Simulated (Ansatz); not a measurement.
GaAs in space group P6_422 (No. 181; Ga on 3c, As on 3d) at seven volumes, r²SCAN in the plane-wave PAW code Ansatz, shape and atoms relaxed at each. One row is withheld.

```json
[
 {"V (Å³/atom)": "18.847", "P (GPa)": "8.84"},
 {"V (Å³/atom)": "19.468", "P (GPa)": "5.36"},
 {"V (Å³/atom)": "20.089", "P (GPa)": "2.45"},
 {"V (Å³/atom)": "20.711", "P (GPa)": "-0.02"},
 {"V (Å³/atom)": "21.332", "P (GPa)": "-2.12"},
 {"V (Å³/atom)": "21.953", "P (GPa)": "?"},
 {"V (Å³/atom)": "22.575", "P (GPa)": "-5.36"}
]
```

**Question.** Fit the shown pressures and predict the withheld one.

**Answer.** P = (3/2)B₀(x^(7/2) − x^(5/2))[1 + (3/4)(B′ − 4)(x − 1)] with x = (V₀/V)^(2/3). Least squares on the six rows gives V₀ = 20.704 Å³/atom, B₀ = 75.6 GPa, B′ = 4.63. At V = 21.953, x = 0.9617 and P = -3.87 GPa. The run itself gave -3.88 GPa.

The start of the workflow was typed in or built on a structure type; neither database checked (COD, Materials Project) lists it. It is not the phase usual at ambient conditions (space group No. 216). The cell was relaxed with r²SCAN under the symmetry of its start; whether a distortion lowers the energy is not shown.

Potentials: the later of the program's two PAW sets.
